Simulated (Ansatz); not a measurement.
Rb$_{2}$NbCuSe$_{4}$ in space group Fddd (No. 70; Rb on 16g, Nb on 8a, Cu on 8b, Se on 32h), plane-wave PAW LDA (Ansatz code). The conduction-band minimum lies on the Z–Γ line, 4 % of the way from Z, with 2 equivalent valleys. Second derivatives d²E/dk² of the lowest band at one valley (eV·Å²), along Cartesian directions:

```tsv
direction	d²E/dk²
[100]	11.02
[010]	6.500
[001]	1.689
[110]	11.63
[101]	6.353
[011]	4.094
```

### Question
Find the principal effective masses, the density-of-states mass and the conductivity mass.

### Answer
Off-diagonal terms follow from H_xy = H[110] − (H_xx + H_yy)/2, and m*/mₑ = 7.620 eV·Å² over each eigenvalue: 0.61, 1.5, 4.5. One valley's DOS mass (m₁m₂m₃)^(1/3) = 1.6, conductivity mass 3/(Σ 1/mᵢ) = 1.2 mₑ.

### Question
What effective density of states Nc follows at 300 K for parabolic valleys?

### Answer
Nc = 2.509e19 × 2 × (1.6)^(3/2) ≈ 1.0e20 cm⁻³.

The workflow started from a Materials Project entry (that database holds measured and hypothetical structures alike); the Crystallography Open Database files this formula in space group No. 70, but the cells were not matched. Its standing as an ambient phase is unchecked. The LDA relaxation kept the symmetry of its start; whether a distortion lowers the energy is not shown. The run is not spin-polarised. Spin–orbit coupling is left out wherever it is not named.

Potentials: the later of the program's two PAW sets.

Edges and masses are those of Kohn–Sham bands, whose gap is no quasiparticle gap.
